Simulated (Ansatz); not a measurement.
The relaxed structure here is a generated cell of Si2Ru: the first start was made by a random draw of sites in a space group, and the end was not matched to a known phase here, so it may be hypothetical.

The end point of a relaxation of Si$_{2}$Ru. These are r2SCAN (plane waves to 500 eV, PAW, scalar-relativistic; Ansatz, a quantum-chemistry and plane-wave program) values and carry that method's errors.

```cif
data_Ru3Si6
_chemical_formula_sum 'Ru3 Si6'
_space_group_name_H-M_alt 'P 1'
_space_group_IT_number 1
_cell_length_a 4.67042
_cell_length_b 4.67042
_cell_length_c 6.55619
_cell_angle_alpha 90.000
_cell_angle_beta 90.000
_cell_angle_gamma 113.225
loop_
_space_group_symop_operation_xyz
  'x, y, z'
loop_
_atom_site_label
_atom_site_type_symbol
_atom_site_fract_x
_atom_site_fract_y
_atom_site_fract_z
_atom_site_occupancy
Ru1 Ru 0.69028 0.30972 0.92737 1
Ru2 Ru 0.30972 0.69028 0.92737 1
Ru3 Ru 0.00000 0.00000 0.46250 1
Si1 Si 0.00000 0.00000 0.83413 1
Si2 Si 0.24973 0.24973 0.14800 1
Si3 Si 0.75027 0.75027 0.14800 1
Si4 Si 0.00000 0.50000 0.58556 1
Si5 Si 0.50000 0.00000 0.58556 1
Si6 Si 0.50000 0.50000 0.64604 1
```

Problem. Find the space group and the Wyckoff positions (tolerance 0.01 Å).

Solution. Space group Cmm2 (No. 35); a = 5.1403 Å, b = 7.7993 Å, c = 6.5562 Å, α = 90.00°, β = 90.00°, γ = 90.00°

```
atom  site  symmetry       x       y       z
----  ----  --------  ------  ------  ------
Ru      4e       m..  0.0000  0.3097  0.0726
Ru      2a       mm2  0.0000  0.0000  0.5375
Si      2a       mm2  0.0000  0.0000  0.1659
Si      4d       .m.  0.2497  0.0000  0.8520
Si      4c       ..2  0.2500  0.2500  0.4144
Si      2b       mm2  0.0000  0.5000  0.3540
```

Problem. Give the shortest distances between elements (the closest pairs, up to four, under 3.6 Å).

Solution. Ru–Si 2.37 Å; Si–Si 2.37 Å; Ru–Ru 2.73 Å.

| Item | Value |
|---|---|
| Volume per atom | 14.60 Å³ |
| Band gap | no gap on the sampled points, where the bands overlap only slightly; such a result is sensitive to mesh and level |

No spin polarisation in the result.

The run could not lose the symmetry of its start, so the end can be a saddle point.
